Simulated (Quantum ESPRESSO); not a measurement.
GeGa3N3C, finding a planted mistake in a log

A calculation, not a measurement. The program is pw.x of Quantum ESPRESSO 7.5 (plane-wave density functional theory). The cell is made up: 8 atoms on a wurtzite lattice, with randomly drawn elements, strain and displacements, not relaxed. PseudoDojo standard norm-conserving files (v0.5 for PBE, v0.4.1 for LDA and PBEsol) set the functional; there is no spin polarisation, spin-orbit coupling or dispersion term, and the masses in the input are unused placeholders.

Intended input:

```
&control calculation='scf', pseudo_dir='./dojo.nc.sr.pbe.v0_5.standard.upf', outdir='./o', disk_io='medium', tprnfor=.true., tstress=.true. /
&system ibrav=0, nat=8, ntyp=4, nbnd=42, ecutwfc=84.00895049, nosym=.true., tot_charge=0,
 occupations='smearing', smearing='fd', degauss=0.0018374661
/
&electrons conv_thr=7.350e-09, electron_maxstep=60, /
ATOMIC_SPECIES
C 1.0 C.upf
Ga 1.0 Ga.upf
Ge 1.0 Ge.upf
N 1.0 N.upf
CELL_PARAMETERS angstrom
3.2312 0.0449 0.0425
0.0778 5.7171 -0.0563
0.0694 -0.0531 5.3685
ATOMIC_POSITIONS angstrom
Ge -0.1386 -0.0593 0.0347
Ga 1.5216 2.8088 0.0216
Ga 1.6708 0.9369 2.5424
Ga 0.0665 3.6682 2.6117
N 0.0942 -0.1626 1.9465
N 1.5794 2.7515 1.8611
C 1.742 0.7555 4.6434
N 0.1645 3.5959 4.6676
K_POINTS automatic
5 4 4 1 1 1
```

The log is shortened where brackets say so; the opening notice, blank lines, dates and the lines on written files are dropped, and the path of the files is cut. It prints rydbergs, bohrs and kilobars, and counts compression as positive stress. Where no state is partly filled, the Fermi energy that it prints is only some level between the filled and the empty states on the mesh, and need not lie in the true gap.

Log of the intended run:

```
     Program PWSCF v.7.5
     Parallel version (MPI & OpenMP), running on       1 processor cores
     Number of MPI processes:                 1
     Threads/MPI process:                     1
     [start-up lines left out]
     bravais-lattice index     =            0
     lattice parameter (alat)  =       6.1072  a.u.
     unit-cell volume          =     668.9433 (a.u.)^3
     number of atoms/cell      =            8
     number of atomic types    =            4
     number of electrons       =        72.00
     number of Kohn-Sham states=           42
     kinetic-energy cutoff     =      84.0090  Ry
     charge density cutoff     =     336.0358  Ry
     scf convergence threshold =      7.3E-09
     mixing beta               =       0.7000
     number of iterations used =            8  plain     mixing
     Exchange-correlation= PBE
                           (   1   4   3   4   0   0   0)
     [axes and pseudopotential details left out]
   Cartesian axes
     site n.     atom                  positions (alat units)
         1        Ge     tau(   1) = (  -0.0428864  -0.0183490   0.0107371  )
         2        Ga     tau(   2) = (   0.4708225   0.8691155   0.0066836  )
         3        Ga     tau(   3) = (   0.5169888   0.2899011   0.7866844  )
         4        Ga     tau(   4) = (   0.0205768   1.1350361   0.8081277  )
         5        N      tau(   5) = (   0.0291479  -0.0503127   0.6022975  )
         6        N      tau(   6) = (   0.4887073   0.8513854   0.5758726  )
         7        C      tau(   7) = (   0.5390199   0.2337713   1.4367883  )
         8        N      tau(   8) = (   0.0509006   1.1126646   1.4442764  )
     number of k points=    40  Fermi-Dirac smearing, width (Ry)=  0.0018
                       cart. coord. in units 2pi/alat
        k(    1) = (   0.0980626   0.0700615   0.0746742), wk =   0.0500000
        k(    2) = (   0.0960615   0.0715712   0.2252129), wk =   0.0500000
     [further k points left out]
     Dense  grid:    69611 G-vectors     FFT dimensions: (  36,  64,  60)
     Estimated max dynamical RAM per process >      92.76 MB
     Initial potential from superposition of free atoms
     starting charge      71.9911, renormalised to      72.0000
     Starting wfcs are   52 randomized atomic wfcs
     total cpu time spent up to now is       15.5 secs
     per-process dynamical memory:    57.7 Mb
     Self-consistent Calculation
     iteration #  1     ecut=    84.01 Ry     beta= 0.70
     Davidson diagonalization with overlap
     ethr =  1.00E-02,  avg # of iterations =  3.0
     total cpu time spent up to now is       48.9 secs
     total energy              =    -710.86803648 Ry
     estimated scf accuracy    <       1.98895935 Ry
     iteration #  2     ecut=    84.01 Ry     beta= 0.70
     Davidson diagonalization with overlap
     ethr =  2.76E-03,  avg # of iterations =  3.3
     total cpu time spent up to now is       83.1 secs
     total energy              =    -711.43981350 Ry
     estimated scf accuracy    <       1.98456293 Ry
     [iterations 3 to 11 left out]
     iteration # 12     ecut=    84.01 Ry     beta= 0.70
     Davidson diagonalization with overlap
     ethr =  3.80E-11,  avg # of iterations =  4.0
     total cpu time spent up to now is      404.4 secs
     total energy              =    -711.78847889 Ry
     estimated scf accuracy    <          9.1E-09 Ry
     iteration # 13     ecut=    84.01 Ry     beta= 0.70
     Davidson diagonalization with overlap
     ethr =  1.26E-11,  avg # of iterations =  2.0
     total cpu time spent up to now is      427.6 secs
     End of self-consistent calculation
     [lines on levels left out]
     the Fermi energy is    11.6019 ev
!    total energy              =    -711.78847889 Ry
     estimated scf accuracy    <          9.4E-10 Ry
     smearing contrib. (-TS)   =      -0.00000000 Ry
     internal energy E=F+TS    =    -711.78847889 Ry
     The total energy is F=E-TS. E is the sum of the following terms:
     one-electron contribution =    -248.13500128 Ry
     hartree contribution      =     187.43502147 Ry
     xc contribution           =    -192.09488486 Ry
     ewald contribution        =    -458.99361423 Ry
     convergence has been achieved in  13 iterations
     Forces acting on atoms (cartesian axes, Ry/au):
     atom    1 type  3   force =     0.13332151   -0.04978206   -0.05815129
     atom    2 type  2   force =     0.09611793   -0.07031660   -0.07768055
     atom    3 type  2   force =     0.00568375   -0.04666217    0.06811247
     atom    4 type  2   force =    -0.02388012    0.01514254    0.02899477
     atom    5 type  4   force =    -0.03033879    0.00713062   -0.01489875
     atom    6 type  4   force =     0.04181040    0.01736014    0.09464289
     atom    7 type  1   force =    -0.11461424    0.04074183   -0.00078894
     atom    8 type  4   force =    -0.10810043    0.08638570   -0.04023060
     Total force =     0.316393     Total SCF correction =     0.000061
     Computing stress (Cartesian axis) and pressure
          total   stress  (Ry/bohr**3)                   (kbar)     P=      -22.00
   0.00013588  -0.00054010   0.00009453           19.99      -79.45       13.91
  -0.00054010  -0.00044606  -0.00003343          -79.45      -65.62       -4.92
   0.00009453  -0.00003343  -0.00013842           13.91       -4.92      -20.36
     init_run     :     14.38s CPU     15.26s WALL (       1 calls)
     electrons    :    394.32s CPU    412.20s WALL (       1 calls)
     forces       :      3.37s CPU      3.43s WALL (       1 calls)
     stress       :     11.27s CPU     11.38s WALL (       1 calls)
     [timing details left out]
     PWSCF        :   7m 3.64s CPU   7m22.89s WALL
     JOB DONE.
```

A second run was made from an input with one planted mistake. Its log:

```
     Program PWSCF v.7.5
     Parallel version (MPI & OpenMP), running on       1 processor cores
     Number of MPI processes:                 1
     Threads/MPI process:                     1
     [start-up lines left out]
     bravais-lattice index     =            0
     lattice parameter (alat)  =       5.9876  a.u.
     unit-cell volume          =     630.3793 (a.u.)^3
     number of atoms/cell      =            8
     number of atomic types    =            4
     number of electrons       =        72.00
     number of Kohn-Sham states=           42
     kinetic-energy cutoff     =      84.0090  Ry
     charge density cutoff     =     336.0358  Ry
     scf convergence threshold =      7.3E-09
     mixing beta               =       0.7000
     number of iterations used =            8  plain     mixing
     Exchange-correlation= PBE
                           (   1   4   3   4   0   0   0)
     [axes and pseudopotential details left out]
   Cartesian axes
     site n.     atom                  positions (alat units)
         1        Ge     tau(   1) = (  -0.0428912  -0.0183369   0.0107307  )
         2        Ga     tau(   2) = (   0.4708251   0.8690918   0.0066909  )
         3        Ga     tau(   3) = (   0.5169987   0.2898866   0.7866864  )
         4        Ga     tau(   4) = (   0.0205777   1.1350237   0.8081162  )
         5        N      tau(   5) = (   0.0291622  -0.0503080   0.6022762  )
         6        N      tau(   6) = (   0.4886886   0.8513862   0.5758597  )
         7        C      tau(   7) = (   0.5390282   0.2337714   1.4367773  )
         8        N      tau(   8) = (   0.0509077   1.1126471   1.4442572  )
     number of k points=    40  Fermi-Dirac smearing, width (Ry)=  0.0018
                       cart. coord. in units 2pi/alat
        k(    1) = (   0.0980622   0.0700624   0.0746760), wk =   0.0500000
        k(    2) = (   0.0960596   0.0715723   0.2252155), wk =   0.0500000
     [further k points left out]
     Dense  grid:    65551 G-vectors     FFT dimensions: (  36,  64,  60)
     Estimated max dynamical RAM per process >      88.30 MB
     Initial potential from superposition of free atoms
     starting charge      71.9911, renormalised to      72.0000
     Starting wfcs are   52 randomized atomic wfcs
     total cpu time spent up to now is       13.7 secs
     per-process dynamical memory:    55.6 Mb
     Self-consistent Calculation
     iteration #  1     ecut=    84.01 Ry     beta= 0.70
     Davidson diagonalization with overlap
     ethr =  1.00E-02,  avg # of iterations =  3.0
     total cpu time spent up to now is       41.2 secs
     total energy              =    -710.86078704 Ry
     estimated scf accuracy    <       2.03777075 Ry
     iteration #  2     ecut=    84.01 Ry     beta= 0.70
     Davidson diagonalization with overlap
     ethr =  2.83E-03,  avg # of iterations =  3.2
     total cpu time spent up to now is       71.4 secs
     total energy              =    -711.46885879 Ry
     estimated scf accuracy    <       1.77339873 Ry
     [iterations 3 to 10 left out]
     iteration # 11     ecut=    84.01 Ry     beta= 0.70
     Davidson diagonalization with overlap
     ethr =  2.10E-10,  avg # of iterations =  2.1
     total cpu time spent up to now is      312.7 secs
     total energy              =    -711.78139127 Ry
     estimated scf accuracy    <       0.00000002 Ry
     iteration # 12     ecut=    84.01 Ry     beta= 0.70
     Davidson diagonalization with overlap
     ethr =  2.88E-11,  avg # of iterations =  4.0
     total cpu time spent up to now is      342.4 secs
     End of self-consistent calculation
     [lines on levels left out]
     the Fermi energy is    12.8354 ev
!    total energy              =    -711.78139128 Ry
     estimated scf accuracy    <          7.1E-09 Ry
     smearing contrib. (-TS)   =      -0.00000000 Ry
     internal energy E=F+TS    =    -711.78139128 Ry
     The total energy is F=E-TS. E is the sum of the following terms:
     one-electron contribution =    -233.94185125 Ry
     hartree contribution      =     182.74504912 Ry
     xc contribution           =    -192.41588301 Ry
     ewald contribution        =    -468.16870614 Ry
     convergence has been achieved in  12 iterations
     Forces acting on atoms (cartesian axes, Ry/au):
     atom    1 type  3   force =     0.15104132   -0.05899561   -0.06354980
     atom    2 type  2   force =     0.11476528   -0.08140927   -0.09027737
     atom    3 type  2   force =     0.00599565   -0.05052325    0.07804768
     atom    4 type  2   force =    -0.03521338    0.01852132    0.03618207
     atom    5 type  4   force =    -0.02890303    0.00366041   -0.01053445
     atom    6 type  4   force =     0.05263551    0.02082129    0.10876912
     atom    7 type  1   force =    -0.13294061    0.04742319   -0.00914186
     atom    8 type  4   force =    -0.12738073    0.10050192   -0.04949538
     Total force =     0.366919     Total SCF correction =     0.000310
     Computing stress (Cartesian axis) and pressure
          total   stress  (Ry/bohr**3)                   (kbar)     P=       80.95
   0.00087222  -0.00070738   0.00018006          128.31     -104.06       26.49
  -0.00070738   0.00016765  -0.00010230         -104.06       24.66      -15.05
   0.00018006  -0.00010230   0.00061099           26.49      -15.05       89.88
     init_run     :     12.58s CPU     13.49s WALL (       1 calls)
     electrons    :    314.19s CPU    328.70s WALL (       1 calls)
     forces       :      3.37s CPU      3.43s WALL (       1 calls)
     stress       :     13.87s CPU     13.96s WALL (       1 calls)
     [timing details left out]
     PWSCF        :   5m44.36s CPU   6m 0.30s WALL
     JOB DONE.
```

Question: what was wrong in the second input?

Answer: the cell and the positions are scaled by a wrong factor. The input lines that differ, file-writing options aside:

```
- 3.2312 0.0449 0.0425
+ 3.1679 0.044 0.0417
- 0.0778 5.7171 -0.0563
+ 0.0763 5.605 -0.0552
- 0.0694 -0.0531 5.3685
+ 0.068 -0.0521 5.2633
- Ge -0.1386 -0.0593 0.0347
+ Ge -0.1359 -0.0581 0.034
- Ga 1.5216 2.8088 0.0216
+ Ga 1.4918 2.7537 0.0212
- Ga 1.6708 0.9369 2.5424
+ Ga 1.6381 0.9185 2.4926
- Ga 0.0665 3.6682 2.6117
+ Ga 0.0652 3.5963 2.5605
- N 0.0942 -0.1626 1.9465
+ N 0.0924 -0.1594 1.9083
- N 1.5794 2.7515 1.8611
+ N 1.5484 2.6976 1.8246
- C 1.742 0.7555 4.6434
+ C 1.7079 0.7407 4.5524
- N 0.1645 3.5959 4.6676
+ N 0.1613 3.5254 4.5761
```

```
                                            intended run  run with the mistake
                          free energy (eV)     -9684.376             -9684.279
                    smearing term -TS (eV)        0.0000                0.0000
                            pressure (GPa)         -2.20                  8.10
            largest force component (eV/Å)         3.428                 3.883
largest change of a force component (eV/Å)                               0.496
                                iterations            13                    12
```

For scale, a rerun of the intended cell at 1437 eV and a 7 x 6 x 6 mesh moved values by no more than 0.015 eV in energy, 0.07 GPa in stress and 0.017 eV/Å in force.